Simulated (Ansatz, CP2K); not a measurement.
Given: the input of a run of Ansatz 0.2.0 on Ba2Tl5V3O12. The cell comes from a database or a generator and needn't be the stable form of this composition.

input.yaml

```yaml
crystal:
  lattice:
    - [8.15421, 0.0, 0.0]
    - [-4.07711, 7.06176, 0.0]
    - [0.0, 0.0, 6.92128]
  atoms:
    - { symbol: Ba, position: [0.0, 0.0, 0.23552] }
    - { symbol: Ba, position: [0.0, 0.0, 0.76448] }
    - { symbol: V, position: [0.5, 0.0, 0.0], spin: 2.0 }
    - { symbol: V, position: [0.0, 0.5, 0.0], spin: 2.0 }
    - { symbol: V, position: [0.5, 0.5, 0.0], spin: 2.0 }
    - { symbol: Tl, position: [0.5, 0.0, 0.5] }
    - { symbol: Tl, position: [0.0, 0.5, 0.5] }
    - { symbol: Tl, position: [0.5, 0.5, 0.5] }
    - { symbol: Tl, position: [0.33333, 0.66667, 0.22489] }
    - { symbol: Tl, position: [0.66667, 0.33333, 0.77511] }
    - { symbol: O, position: [0.3389, 0.34334, 0.81444] }
    - { symbol: O, position: [0.65666, 0.99556, 0.81444] }
    - { symbol: O, position: [0.00444, 0.6611, 0.81444] }
    - { symbol: O, position: [0.34334, 0.3389, 0.18556] }
    - { symbol: O, position: [0.99556, 0.65666, 0.18556] }
    - { symbol: O, position: [0.6611, 0.00444, 0.18556] }
    - { symbol: O, position: [0.6611, 0.65666, 0.18556] }
    - { symbol: O, position: [0.34334, 0.00444, 0.18556] }
    - { symbol: O, position: [0.99556, 0.3389, 0.18556] }
    - { symbol: O, position: [0.65666, 0.6611, 0.81444] }
    - { symbol: O, position: [0.00444, 0.34334, 0.81444] }
    - { symbol: O, position: [0.3389, 0.99556, 0.81444] }
hamiltonian:
  xc: pbe
  pseudopotentials: { kind: paw }
magnetization:
  spin_polarized: true
kpoints:
  mp_grid: { grid: [4, 4, 4] }
scf:
  occupations: { method: fermi_dirac, width: 0.05 }
output:
  forces: true
  stress: true
  eigenvalues: true
```

Potentials or basis: Ansatz PAW.

Command:

```bash
$ ansatz run input.yaml --threads 8 --pin off --max-ram 20480MiB --backend cpu --events-out ev --progress --plain --runs-dir out
```

Task: Set up the same calculation for CP2K 2026.2. Potentials or basis there: POTENTIAL_UZH Ba GTH-PBE-q10, V GTH-PBE-q13, Tl GTH-PBE-q13, O GTH-PBE-q6; DZVP-MOLOPT-PBE-GTH basis.

Result: As run (cutoffs and basis follow the program's own potentials, and thresholds, step limits or extra output files can differ):

Contents of ba2tl5v3o12_scf.inp:

```
&GLOBAL
  PROJECT ba2tl5v3o12_scf
  RUN_TYPE ENERGY_FORCE
  PRINT_LEVEL LOW
&END GLOBAL
&FORCE_EVAL
  METHOD QS
  STRESS_TENSOR ANALYTICAL
  &DFT
    BASIS_SET_FILE_NAME BASIS_MOLOPT_UZH
    POTENTIAL_FILE_NAME POTENTIAL_UZH
    UKS T
    MULTIPLICITY 7
    &MGRID
      CUTOFF 600
      REL_CUTOFF 60
      NGRIDS 4
    &END MGRID
    &QS
      METHOD GPW
      EPS_DEFAULT 1.0E-10
    &END QS
    &KPOINTS
      SCHEME MONKHORST-PACK 4 4 4
      GAMMA_CENTERED T
      SYMMETRY T
      SYMMETRY_BACKEND SPGLIB
    &END KPOINTS
    &SCF
      SCF_GUESS ATOMIC
      EPS_SCF 1.0E-6
      MAX_SCF 150
      ADDED_MOS 59 65
      CHOLESKY OFF
      EPS_EIGVAL 1.0E-7
      &DIAGONALIZATION ON
        ALGORITHM STANDARD
      &END DIAGONALIZATION
      &MIXING ON
        METHOD BROYDEN_MIXING
        ALPHA 0.2
        BETA 1.5
        NBUFFER 10
      &END MIXING
      &SMEAR ON
        METHOD FERMI_DIRAC
        ELECTRONIC_TEMPERATURE [K] 580.226
      &END SMEAR
    &END SCF
    &XC
      &XC_FUNCTIONAL PBE
      &END XC_FUNCTIONAL
    &END XC
    &PRINT
      &KPOINTS ON
      &END KPOINTS
      &MULLIKEN ON
      &END MULLIKEN
      &MO ON
        ENERGIES T
        OCCUPATION_NUMBERS T
        &EACH
          QS_SCF 0
        &END EACH
        ADD_LAST NUMERIC
      &END MO
      &LOWDIN ON
      &END LOWDIN
      &HIRSHFELD ON
        SHAPE_FUNCTION DENSITY
      &END HIRSHFELD
    &END PRINT
  &END DFT
  &SUBSYS
    &CELL
      ABC 8.1542100000 8.1542185554 6.9212800000
      ALPHA_BETA_GAMMA 90.0000000000 90.0000000000 120.0000058603
      PERIODIC XYZ
    &END CELL
    &COORD
      SCALED
      Ba  0.0000000000 0.0000000000 0.2355200000
      Ba  0.0000000000 0.0000000000 0.7644800000
      V   0.5000000000 0.0000000000 0.0000000000
      V   0.0000000000 0.5000000000 0.0000000000
      V   0.5000000000 0.5000000000 0.0000000000
      Tl  0.5000000000 0.0000000000 0.5000000000
      Tl  0.0000000000 0.5000000000 0.5000000000
      Tl  0.5000000000 0.5000000000 0.5000000000
      Tl  0.3333300000 0.6666700000 0.2248900000
      Tl  0.6666700000 0.3333300000 0.7751100000
      O   0.3389000000 0.3433400000 0.8144400000
      O   0.6566600000 0.9955600000 0.8144400000
      O   0.0044400000 0.6611000000 0.8144400000
      O   0.3433400000 0.3389000000 0.1855600000
      O   0.9955600000 0.6566600000 0.1855600000
      O   0.6611000000 0.0044400000 0.1855600000
      O   0.6611000000 0.6566600000 0.1855600000
      O   0.3433400000 0.0044400000 0.1855600000
      O   0.9955600000 0.3389000000 0.1855600000
      O   0.6566600000 0.6611000000 0.8144400000
      O   0.0044400000 0.3433400000 0.8144400000
      O   0.3389000000 0.9955600000 0.8144400000
    &END COORD
    &KIND Ba
      BASIS_SET DZVP-MOLOPT-PBE-GTH-q10
      POTENTIAL GTH-PBE-q10
    &END KIND
    &KIND V
      BASIS_SET DZVP-MOLOPT-PBE-GTH-q13
      POTENTIAL GTH-PBE-q13
      MAGNETIZATION 2.0
    &END KIND
    &KIND Tl
      BASIS_SET DZVP-MOLOPT-PBE-GTH-q13
      POTENTIAL GTH-PBE-q13
    &END KIND
    &KIND O
      BASIS_SET DZVP-MOLOPT-PBE-GTH-q6
      POTENTIAL GTH-PBE-q6
    &END KIND
    &PRINT
      &ATOMIC_COORDINATES ON
      &END ATOMIC_COORDINATES
      &CELL ON
      &END CELL
    &END PRINT
  &END SUBSYS
  &PRINT
    &FORCES ON
    &END FORCES
    &STRESS_TENSOR ON
    &END STRESS_TENSOR
  &END PRINT
&END FORCE_EVAL
```

Potentials or basis: POTENTIAL_UZH Ba GTH-PBE-q10, V GTH-PBE-q13, Tl GTH-PBE-q13, O GTH-PBE-q6; DZVP-MOLOPT-PBE-GTH basis.

Run with:

```bash
$ OMP_NUM_THREADS=1 mpirun -n 8 cp2k.psmp -i ba2tl5v3o12_scf.inp -o ba2tl5v3o12_scf.out
```

Both were run:

|  | Ansatz | CP2K |
| --- | --- | --- |
| Pressure | 0.2 GPa | 1.7 GPa |
| Net moment | 0.00 μB per cell | 0.00 μB per cell |
| Absolute moment | 0.00 μB per cell | 0.00 μB per cell |

Ansatz's pressure holds a Pulay term of +0.38 GPa for its cutoff of 420 eV, which the other run lacks.

Where Ansatz's input types no cutoff or centring, it takes its own default and a Γ-centred mesh.

The magnetic state is the one that the start led to; the real crystal's order can differ.

Pressure is positive in compression.
